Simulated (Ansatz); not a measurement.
TiO (space group C2/m)

```
CELL_PARAMETERS angstrom
      4.56291    -2.04250     0.00000
      4.56291     2.04250     0.00000
     -1.70151     0.00000     5.44157
ATOMIC_POSITIONS crystal
  Ti 0.65345 0.65345 0.32312
  Ti 0.34655 0.34655 0.67688
  Ti 0.66636 0.66636 0.83277
  Ti 0.33364 0.33364 0.16723
  Ti 0.00000 0.00000 0.50000
  O  0.50000 0.50000 0.00000
  O  0.83212 0.83212 0.16875
  O  0.16788 0.16788 0.83125
  O  0.83133 0.83133 0.65862
  O  0.16867 0.16867 0.34138
```

The slice is a (001) plane (indices of the conventional cell) through the point (0.832, 0.832, 0.169) (fractional), spanned by u = [1 -1 0] and v = [110] in vectors of this cell: u (4.09 Å) and v (9.13 Å, at 90° to u). It covers one period; positions are fractions (u, v).

Calculation: LDA (plane waves to 420 eV, PAW, scalar-relativistic; Ansatz, an electronic-structure program). k mesh 12×12×8. Inside the PAW spheres the values are not all-electron values, and peaks at nuclei hang on which shells count as valence. TiO is run without spin polarisation and with no Hubbard U. TiO was relaxed with its symmetry unable to fall.

Problem. Sketch the valence electron density on this plane as a map.

Solution. 
| v \ u | 0.00 | 0.18 | 0.36 | 0.55 | 0.73 | 0.91 |
|---|---|---|---|---|---|---|
| 0.88 | -0.4 | -0.7 | -0.7 | -0.5 | -0.8 | -0.5 |
| 0.75 | -0.2 | -0.7 | -0.9 | -0.7 | -1.0 | -0.3 |
| 0.62 | -0.4 | -0.8 | -0.9 | -0.8 | -1.0 | -0.5 |
| 0.50 | 1.0 | 0.2 | 0.4 | 0.8 | -0.2 | 0.9 |
| 0.38 | -0.5 | -0.8 | -0.6 | -0.5 | -0.8 | -0.6 |
| 0.25 | -0.7 | -0.9 | -0.5 | -0.2 | -0.9 | -0.8 |
| 0.12 | -0.8 | -1.0 | -0.7 | -0.5 | -0.9 | -0.9 |
| 0.00 | 0.9 | 0.0 | 0.6 | 1.0 | -0.2 | 0.7 |

Values: log₁₀ of the valence density in e/Å³. The scale is logarithmic, as a density can span decades between atoms and voids.
